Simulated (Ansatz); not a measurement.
Rb:
```yaml
crystal:
  lattice:
    - [-2.78630, 2.78630, 2.78630]
    - [2.78630, -2.78630, 2.78630]
    - [2.78630, 2.78630, -2.78630]
  atoms:
    - { symbol: Rb, position: [0.00000, 0.00000, 0.00000] }
```

Relaxed with PBEsol. Special points in fractions of this cell's reciprocal vectors: Γ (0.000, 0.000, 0.000); H (0.500, -0.500, 0.500); N (0.000, 0.000, 0.500); P (0.250, 0.250, 0.250).

Q: List the band energies nearest the Fermi level at these points for the program Ansatz at the PBEsol level (PAW).

A: In eV from the Fermi level; about four levels below and three above (degenerate sets whole), none deeper than 8.9 eV; points with the same levels are listed once.

```json
[
 {"k": "Γ", "below": "-2.05", "above": "3.72 3.72 3.72"},
 {"k": "H", "below": "–", "above": "1.23 1.23 3.37 3.37 3.37"},
 {"k": "N", "below": "–", "above": "0.22 0.81 2.59"},
 {"k": "P", "below": "–", "above": "1.31 1.31 1.31"}
]
```

Space group Im-3m (bcc (W type)). The cell was relaxed with PBEsol under the symmetry of its start. Spin–orbit coupling is left out wherever it is not named.

Potentials: the earlier of the program's two PAW sets. The files were generated under PBE; for other functionals the program regenerates the frozen cores, and for LDA and PBEsol the local potential too.
